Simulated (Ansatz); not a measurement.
Given:

NbP in space group P6/mmm (No. 191; Nb on 3f, P on 1a, P on 2d), a = b = 5.583 Å, c = 4.000 Å, α = β = 90.00°, γ = 120.00°.

This is the r²SCAN-relaxed structure.

Task: All from r²SCAN in the plane-wave PAW code Ansatz, unless another level is named. Estimate the electronic character.

Result: metallic (no gap).

Task: And the density of states at the Fermi level?

Result: 0.46 states/eV per atom (mean over ±0.08 eV).

Task: Next, the formation energy from the elements (no fitted shifts)?

Result: -0.53 eV/atom.

A made-up cell: these elements were put on the sites of a structure type; neither database checked (COD, Materials Project) lists it. COD files the formula under space group No. 141, so this cell is another polymorph or a model. Its standing as an ambient phase is unchecked. Symmetry was held in the r²SCAN relaxation; whether a distortion lowers the energy is not shown. The run is not spin-polarised. The references are the lowest solids computed at this level, not always the standard phases. Spin–orbit coupling is left out wherever it is not named.

Potentials: the later of the program's two PAW sets.
